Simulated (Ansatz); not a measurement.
Si: a jump of O

The calculation used DFT LDA, scalar-relativistic, plane waves, PAW in Ansatz. (420 eV cutoff, 3×3×3 k-mesh, Gaussian smearing of 0.02 eV, no spin polarisation)

Host crystal, relaxed:

```
Si
1.0
     0.00000    2.70097    2.70097
     2.70097    0.00000    2.70097
     2.70097    2.70097    0.00000
Si
2
Direct
  0.75000 0.75000 0.75000
  0.50000 0.50000 0.50000
```

In a supercell of 16 host sites, interstitial O hops to an equivalent place, moving 0.93 Å between the relaxed ends. Climbing-image nudged elastic band at fixed cell with images 0 (start) to 4 (end), the path measured over all atoms, converged to 0.05 eV/Å; the order of the saddle wasn't checked, and the small cell leaves errors of about a tenth of an eV.

Supercell rows in host cell vectors: 0 -2 2; 0 0 2; -2 0 2. O was set at (0.000, 0.000, 0.000) of the host cell.

At the relaxed start O has 2 Si at 1.64 Å, 2 Si at 2.78 Å, 2 Si at 3.09 Å, 2 Si at 3.11 Å.

(1) How high is the barrier, and where does the atom pass?

## Answers

(1) 0.01 eV at image 2, where O has 1 Si at 1.64 Å, 1 Si at 1.65 Å, 1 Si at 2.74 Å, 2 Si at 2.91 Å, 2 Si at 3.19 Å.

Cost: 1 run of about 7.5 core-minutes, on Arm Neoverse V1 (shared hosts).